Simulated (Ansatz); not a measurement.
Bi₂Se₃ (Bi2Te3 type, space group R-3m)

```yaml
crystal:
  lattice:
    - [2.07216, 1.19636, 9.48267]
    - [-2.07216, 1.19636, 9.48267]
    - [0.00000, -2.39272, 9.48267]
  atoms:
    - { symbol: Bi, position: [0.40087, 0.40087, 0.40087] }
    - { symbol: Bi, position: [0.59913, 0.59913, 0.59913] }
    - { symbol: Se, position: [0.00000, 0.00000, 0.00000] }
    - { symbol: Se, position: [0.21052, 0.21052, 0.21052] }
    - { symbol: Se, position: [0.78948, 0.78948, 0.78948] }
```

In each cell atom 4 (Se, nearest neighbour Bi at 2.863 Å; its periodic images, 4.1 Å or more away, move with it) moves by s·(0.000, 0.000, 1.000) (along Cartesian z), the rest being held.

Calculation: PBE-D3(BJ) (plane waves to 420 eV, PAW, scalar-relativistic; Ansatz, a quantum-chemistry and plane-wave program). k mesh 8×8×8 (Γ-centred), Fermi-Dirac smearing 0.05 eV. Energies are smeared free energies. Bi2Se3 was relaxed with its symmetry unable to fall. Spin-orbit coupling is left out, though Bi is heavy. The zero of ΔE is the undisplaced structure.

```json
[
 {"s (Å)": "-0.290", "ΔE (meV/cell)": "247.6"},
 {"s (Å)": "-0.232", "ΔE (meV/cell)": "161.9"},
 {"s (Å)": "-0.174", "ΔE (meV/cell)": "withheld"},
 {"s (Å)": "-0.116", "ΔE (meV/cell)": "41.8"},
 {"s (Å)": "-0.058", "ΔE (meV/cell)": "10.5"},
 {"s (Å)": "0.000", "ΔE (meV/cell)": "0.0"},
 {"s (Å)": "0.058", "ΔE (meV/cell)": "11.0"},
 {"s (Å)": "0.116", "ΔE (meV/cell)": "43.9"},
 {"s (Å)": "0.174", "ΔE (meV/cell)": "98.9"},
 {"s (Å)": "0.232", "ΔE (meV/cell)": "175.6"},
 {"s (Å)": "0.290", "ΔE (meV/cell)": "273.7"}
]
```

Task: Fit a polynomial form (powers 2, 3, 4) to the given rows and predict ΔE at s = -0.174.

Result: Least squares on the 10 given rows: ΔE = (3204)·s² + (539.1)·s³ + (-1245)·s⁴, in meV/cell with s in Å; root-mean-square residual 0.15 meV/cell. At -0.174 the fit gives 93.0 meV/cell; the calculation gives 92.7 meV/cell, so the interpolation is off by 0.3 (+0.3 %). The quadratic term alone would give 97.0 meV/cell.

(For displaced atoms, the force is minus the slope of the energy, and its curvature is a force constant, which sets phonon frequencies.)
